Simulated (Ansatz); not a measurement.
BN:
```yaml
crystal:
  lattice:
    - [2.50644, 0.00000, 0.00000]
    - [-1.25322, 2.17064, 0.00000]
    - [0.00000, 0.00000, 6.61708]
  atoms:
    - { symbol: B, position: [0.33333, 0.66667, 0.25000] }
    - { symbol: B, position: [0.66667, 0.33333, 0.75000] }
    - { symbol: N, position: [0.33333, 0.66667, 0.75000] }
    - { symbol: N, position: [0.66667, 0.33333, 0.25000] }
```

Relaxed with PBE+D3(BJ). Special points in fractions of this cell's reciprocal vectors: Γ (0.000, 0.000, 0.000); M (0.500, 0.000, 0.000); K (0.333, 0.333, 0.000); A (0.000, 0.000, 0.500); L (0.500, 0.000, 0.500); H (0.333, 0.333, 0.500).

List the band energies nearest the valence-band maximum at these points for PBE+D3(BJ) (plane waves, PAW; program Ansatz).

In eV from the valence-band maximum; about four levels below and three above (degenerate sets whole), none deeper than 8.9 eV; points with the same levels are listed once.

| k | below | above |
|---|---|---|
| Γ | -1.38 -1.38 -1.34 -1.34 | 5.24 10.30 11.50 11.50 |
| M | -4.19 -4.12 -1.50 -0.47 | 4.23 5.61 9.47 |
| K | -7.19 -7.19 -0.13 -0.13 | 4.81 4.81 10.73 |
| A | -1.36 -1.36 -1.36 -1.36 | 7.61 7.61 11.56 11.56 11.56 11.56 |
| L | -4.16 -4.16 -0.96 -0.96 | 4.69 4.69 9.85 9.85 |
| H | -7.19 -7.19 -0.05 -0.05 | 4.59 4.59 11.96 11.96 |

Space group P6_3/mmc. The cell was relaxed with PBE+D3(BJ) under the symmetry of its start; phonons on a q-mesh show no instability.

Potentials: the later of the program's two PAW sets.
